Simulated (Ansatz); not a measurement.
The start is a generated trial cell of CdSe in the 4H structure type. The cell and all atomic positions are relaxed at zero pressure with PBEsol (plane waves to 420 eV, PAW, scalar-relativistic; Ansatz, an electronic-structure program). The first steps use a coarse 6×6×2 k-mesh.

The start:
```yaml
crystal:
  lattice:
    - [4.36315, 0.00000, 0.00000]
    - [-2.18157, 3.77860, 0.00000]
    - [0.00000, 0.00000, 14.28382]
  atoms:
    - { symbol: Cd, position: [0.00000, 0.00000, 0.00000] }
    - { symbol: Cd, position: [0.00000, 0.00000, 0.50000] }
    - { symbol: Cd, position: [0.66667, 0.33333, 0.75018] }
    - { symbol: Cd, position: [0.33333, 0.66667, 0.25018] }
    - { symbol: Se, position: [0.00000, 0.00000, 0.81216] }
    - { symbol: Se, position: [0.00000, 0.00000, 0.31216] }
    - { symbol: Se, position: [0.66667, 0.33333, 0.56329] }
    - { symbol: Se, position: [0.33333, 0.66667, 0.06329] }
```

### Question
What pressure does the first self-consistent step give?

### Answer
-2.1 GPa (negative: the cell is under tension).

### Question
By how much does the energy per atom fall from start to end?

### Answer
0.01 eV/atom.

### Question
How does the volume per atom move from start to end?

### Answer
-4.4 %, from 29.44 to 28.13 Å³/atom.

### Question
What band gap does the relaxed structure have at this level?

### Answer
0.51 eV, direct at Γ (no spin-orbit coupling).

### Question
Write out the relaxed structure.

### Answer

```cif
data_Cd4Se4
_chemical_formula_sum 'Cd4 Se4'
_space_group_name_H-M_alt 'P63mc'
_space_group_IT_number 186
_space_group_name_Hall 'P 6c -2c'
_cell_length_a 4.30202
_cell_length_b 4.30202
_cell_length_c 14.03920
_cell_angle_alpha 90.000
_cell_angle_beta 90.000
_cell_angle_gamma 120.000
loop_
_atom_site_label
_atom_site_type_symbol
_atom_site_symmetry_multiplicity
_atom_site_Wyckoff_symbol
_atom_site_fract_x
_atom_site_fract_y
_atom_site_fract_z
_atom_site_occupancy
Cd1 Cd 2 a 0.00000 0.00000 0.00031 1
Cd2 Cd 2 b 0.33333 0.66667 0.25022 1
Se1 Se 2 a 0.00000 0.00000 0.31268 1
Se2 Se 2 b 0.33333 0.66667 0.06242 1
```

The space group stays P6₃mc (No. 186) (the run could not lower it); the end is AFLOW prototype AB_hP8_186_ab_ab (B5, as in SiC), with 8 atoms in the primitive cell. Final values are on a 9×9×3 k-mesh of the relaxed cell. No spin polarisation in the result.

The run could not lose the symmetry of its start; a randomly shaken copy of 8 atoms returns to this structure.

The first start was generated by placing the elements on the sites of a structure type. A measured structure of CdSe has the same space group, P6₃mc (No. 186); the sites were not compared with it.
